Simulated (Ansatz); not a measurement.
Sn:
```
Sn
1.0
    5.64426     3.25872     2.18785
   -5.64426     3.25872     2.18785
    0.00000    -6.51743     2.18785
Sn
8
Direct
  0.06334   0.74805   0.57207
  0.93666   0.25195   0.42793
  0.57207   0.06334   0.74805
  0.42793   0.93666   0.25195
  0.74805   0.57207   0.06334
  0.25195   0.42793   0.93666
  0.72115   0.72115   0.72115
  0.27885   0.27885   0.27885
```

Relaxed with PBEsol. Special points in fractions of this cell's reciprocal vectors: Γ (0.000, 0.000, 0.000); L (0.500, 0.000, 0.000); T (0.500, -0.500, 0.500); P0 (0.242, -0.758, 0.242); P2 (0.242, 0.242, 0.242); F (0.500, -0.500, 0.000).

Question: List the band energies nearest the Fermi level at these points for plane-wave PAW PBEsol (Ansatz code).

Answer: In eV from the Fermi level; about four levels below and three above (degenerate sets whole), none deeper than 8.9 eV; points with the same levels are listed once.

| k | below | above |
|---|---|---|
| Γ | -2.96 -2.96 -0.81 -0.81 -0.43 | 0.81 1.41 1.41 |
| L | -0.95 -0.82 -0.57 -0.12 | 0.90 1.34 1.42 |
| T | -2.04 -2.04 -1.99 -1.94 | 0.42 0.42 0.97 |
| P0 | -2.17 -2.17 -1.82 -1.82 -1.55 | 1.57 1.72 1.72 |
| F | -1.61 -1.33 -1.17 -0.79 | 0.38 0.57 1.09 |

Space group R-3. The start of the workflow was typed in or built on a structure type; neither database checked (COD, Materials Project) lists it. It is not the phase usual at ambient conditions (space group No. 141). The PBEsol relaxation kept the symmetry of its start; its stability against distortions is not shown here. The volume moved by -18 % from the start of the relaxation. Spin–orbit coupling is left out wherever it is not named.

Potentials: the earlier of the program's two PAW sets. The files were generated under PBE; for other functionals the program regenerates the frozen cores, and for LDA and PBEsol the local potential too.
